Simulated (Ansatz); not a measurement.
## SrAl2H2: pressure against volume

A database entry relaxed whole under r2SCAN (P-3m1):

```
Sr Al H
1.0
     4.51992    0.00000    0.00000
    -2.25996    3.91437    0.00000
     0.00000    0.00000    4.76900
Sr Al H
1 2 2
Direct
  0.00000 0.00000 0.00000
  0.33333 0.66667 0.45923
  0.66667 0.33333 0.54077
  0.33333 0.66667 0.10308
  0.66667 0.33333 0.89692
```

The cell was scaled uniformly, its shape held, and the atoms relaxed at each volume with plane-wave PAW DFT (Ansatz 0.2.0; r2SCAN, 500 eV, 9×9×7 Γ-centred mesh, fermi-dirac occupations of width 0.100 eV; no spin, no spin-orbit coupling). One row is withheld.

```json
{"volume (Å³/atom)": "15.863", "energy over the lowest (meV/atom)": "10.2", "pressure (GPa)": "3.38"}
{"volume (Å³/atom)": "16.200", "energy over the lowest (meV/atom)": "?", "pressure (GPa)": "?"}
{"volume (Å³/atom)": "16.538", "energy over the lowest (meV/atom)": "1.1", "pressure (GPa)": "1.02"}
{"volume (Å³/atom)": "16.875", "energy over the lowest (meV/atom)": "0.0", "pressure (GPa)": "0.01"}
{"volume (Å³/atom)": "17.213", "energy over the lowest (meV/atom)": "0.9", "pressure (GPa)": "-0.91"}
{"volume (Å³/atom)": "17.550", "energy over the lowest (meV/atom)": "3.7", "pressure (GPa)": "-1.75"}
{"volume (Å³/atom)": "17.888", "energy over the lowest (meV/atom)": "8.2", "pressure (GPa)": "-2.50"}
```

Task: Fit the pressures of the other rows to the third-order Birch-Murnaghan form.

Result: With f = [(V₀/V)^(2/3) − 1]/2 and P = 3B₀f(1 + 2f)^(5/2)[1 + 3(B₀′ − 4)f/2], least squares gives V₀ = 16.88 Å³ an atom, B₀ = 48.3 GPa and B₀′ = 3.9; the rows miss the fit by less than 0.01 GPa. The slope of the energies differs from these pressures by less than 0.05 GPa.

Task: What does the withheld row hold?

Result: The fit gives 2.15 GPa at 16.200 Å³; the run gave 2.15 GPa and 4.4 meV an atom.

Caveats: the shape of the cell was held, so B₀ is an upper bound where the axes differ in stiffness; 0 K, fixed nuclei; the symmetry was kept, and this need not be the phase that is stable at 0 K; one mesh for all volumes; pressure is positive in compression.
